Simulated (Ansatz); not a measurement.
Y3Si:
```
Y3Si
1.0
    0.00000     3.69954     3.69954
    3.69954     0.00000     3.69954
    3.69954     3.69954     0.00000
Si Y
1 3
Direct
  0.00000   0.00000   0.00000
  0.50000   0.50000   0.50000
  0.25000   0.25000   0.25000
  0.75000   0.75000   0.75000
```

Relaxed with PBE.

**Question.** List the phonon frequencies at the special points (DFPT on a 2×2×2 q-mesh, Fourier-interpolated; DFT-PBE in the program Ansatz with PAW potentials).

**Answer.** In cm⁻¹; no LO–TO term at Γ, as the run had none.

| q | frequencies |
|---|---|
| Γ | 0 0 0 103 103 103 119 119 119 171 171 171 |
| X | 86i 86i 20i 96 99 99 125 155 156 156 170 170 |
| U | 79i 74i 64i 96 103 112 121 143 154 154 166 169 |
| K | 79i 74i 64i 96 103 112 121 143 154 154 166 169 |
| L | 79i 32 32 66 66 96 137 137 139 150 164 164 |
| W | 75i 75i 69i 95 100 107 137 137 157 158 158 170 |

Space group Fm-3m. A made-up cell: these elements were put on the sites of a structure type; neither database checked (COD, Materials Project) lists it. Its standing as an ambient phase is unchecked. Symmetry was held in the PBE relaxation. At this level the phase is dynamically unstable (imaginary phonons). No spin polarisation was allowed. As this level gives no gap, phonon frequencies hold no LO–TO term and depend on the k-mesh and smearing (Fermi–Dirac, 0.1 eV here).

Potentials: the later of the program's two PAW sets.
